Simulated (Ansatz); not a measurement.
# RuS2 — ³³S NMR of the central transition

Cell: a structure deposited in the COD whose atoms were relaxed with PBE, the cell held.

Space group Pa-3 (No. 205); a = 5.6106 Å.

```csv
site,Wyckoff,site symmetry,x,y,z
Ru,4a,.-3.,0.0000,0.0000,0.0000
S,8c,.3.,0.3868,0.3868,0.3868
```

One atom of each set is listed.

Method: Kohn–Sham DFT in Ansatz, PBE, plane waves and PAW, scalar-relativistic, collinear spin, 420 eV cutoff, Γ-centred 5×5×5 k-points, Fermi–Dirac smearing 0.02 eV. Start moments as typed (μB): 2 on each Ru, none on the rest.

³³S has I = 3/2 and Q = -69.40 mb (Pyykkö 2018); at 35.2 T its Larmor frequency is ν₀ = 115.2 MHz. Only the quadrupole interaction is simulated: positions count from each site's isotropic chemical shift, and shift anisotropy, dipolar and J coupling are left out.

Task: Simulate the second-order pattern (static powder, Gaussian broadening 20 kHz) of site S (1 S at 2.20 Å, 3 Ru at 2.35 Å).

Result: The calculation gives C_Q = -24.2 MHz and η = 0.00, so ν_Q = 12.1 MHz and the centre of gravity lies at -1106 ppm (-127 kHz).

(offset (kHz), height): (-461.5, 0), (-429.4, 88), (-397.4, 100), (-365.3, 63), (-333.3, 51), (-301.2, 45), (-269.2, 41), (-237.1, 38), (-205.0, 36), (-173.0, 35), (-140.9, 34), (-108.9, 33), (-76.8, 33), (-44.8, 33), (-12.7, 32), (19.3, 26), (51.4, 27), (83.5, 29), (115.5, 32), (147.6, 36), (179.6, 45), (211.7, 71), (243.7, 62), (275.8, 0)

An axis of threefold or higher order runs through S, so V_zz lies along it and η is zero. The structure holds S–S bonds (2.20 Å).

Without spin–orbit coupling (the program notes it for Ru) the gradients can shift somewhat, as the gap is small. The start moments die out, and the run ends without spin.
